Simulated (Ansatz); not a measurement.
**ScSb2P3, before and after**

Recipe of this trial structure of ScSb2P3: random cell by space group and Wyckoff sites (I4/mmm, No. 139). Lengths were set from tabulated atomic sizes, so they are only a guess.

POSCAR.start

```
Sc Sb P
1.0
    -2.95092    2.95092    3.96433
     2.95092   -2.95092    3.96433
     2.95092    2.95092   -3.96433
Sc Sb P
1 2 3
Direct
  0.50000 0.50000 0.00000
  0.50000 0.00000 0.50000
  0.00000 0.50000 0.50000
  0.75000 0.25000 0.50000
  0.25000 0.75000 0.50000
  0.00000 0.00000 0.00000
```

The calculation used DFT PBE, scalar-relativistic, plane waves, PAW (Ansatz 0.2.0). Cutoff 420 eV, Gaussian smearing, Γ-centred meshes. Cell and atoms relax first on a coarse mesh and then on a finer one. In between, the cell is made exact in the group found at 0.06 Å. In metals the finer mesh still leaves noise of several meV/atom or more. The steps can't lower the symmetry of their start. No spin polarisation in the relaxation; trial moments died out in a coarse test.

POSCAR.end

```
Sc Sb P
1.0
    -2.82340    2.82340    5.15964
     2.82340   -2.82340    5.15964
     2.82340    2.82340   -5.15964
Sc Sb P
1 2 3
Direct
  0.50000 0.50000 0.00000
  0.50000 0.00000 0.50000
  0.00000 0.50000 0.50000
  0.75000 0.25000 0.50000
  0.25000 0.75000 0.50000
  0.00000 0.00000 0.00000
```

The symmetry stays I4/mmm (No. 139). The volume per atom grows by 19.1 %, from 23.0 to 27.4 Å³. The shortest distance goes from 1.98 Å (Sb–P) to 2.58 Å (Sb–P). The ratio c/a of the conventional cell changes by a factor of 1.36. The energy falls by about 1.8 eV/atom (the start's value is from the coarse mesh).

- Volume per atom: 27.42 Å³
- Density: 3.85 g/cm³
- Formation energy: +0.65 eV/atom
- Gap on the 10×10×10 mesh of the 6-atom cell: 0 eV (a metal)

The zero of energy is the elements' standard structures at the same level; no fitted shifts are applied. The references include black phosphorus. It can't be a ground state, since the elements alone are lower.

The last run used Gaussian smearing of 0.10 eV. Spin–orbit coupling, which can matter for Sb, is left out. The reference form of P is held partly by dispersion forces, which this level lacks. Symmetry constrained the relaxation, so the result can be a saddle point. In all, the 3 runs took 2.2 min on 1 thread of AMD EPYC 7R43 64-Core Processor (Zen 3), with other jobs on the host. Another cell of ScSb2P3 relaxed alike, in P4/mmm, lies 0.72 eV/atom lower, so this cell isn't the stable form at this level.
